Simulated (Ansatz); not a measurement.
CsPbCl3:
```xyz
5
Lattice="5.7334 0.0000 0.0000 0.0000 5.7334 0.0000 0.0000 0.0000 5.7334" Properties=species:S:1:pos:R:3 pbc="T T T"
Cs     2.8667     2.8667     2.8667
Pb     0.0000     0.0000     0.0000
Cl     0.0000     0.0000     2.8667
Cl     2.8667     0.0000     0.0000
Cl     0.0000     2.8667     0.0000
```

Relaxed with PBE. Special points in fractions of this cell's reciprocal vectors: Γ (0.000, 0.000, 0.000); X (0.000, 0.500, 0.000); M (0.500, 0.500, 0.000); R (0.500, 0.500, 0.500).

Task: List the band energies nearest the valence-band maximum at these points for DFT-PBE in the program Ansatz with PAW potentials.

Result: In eV from the valence-band maximum; about four levels below and three above (degenerate sets whole), none deeper than 8.9 eV; points with the same levels are listed once.

```
k                                below                above
-  -----------------------------------  -------------------
Γ  -2.13 -2.13 -2.13 -2.05 -2.05 -2.05       3.67 4.74 4.74
X  -2.23 -2.23 -2.22 -2.14 -2.14 -1.44  3.14 4.98 5.39 5.39
M              -2.29 -2.29 -1.76 -0.70       2.71 2.71 5.03
R               -1.75 -1.75 -1.75 0.00       2.21 2.21 2.21
```

Space group Pm-3m (cubic perovskite). This is a known high-temperature phase of the composition, computed here at zero pressure and temperature. The cell was relaxed with PBE under the symmetry of its start; phonons on a q-mesh show weakly imaginary modes. Scalar-relativistic: spin–orbit coupling is off unless named, which matters more the heavier the elements.

Potentials: the later of the program's two PAW sets.
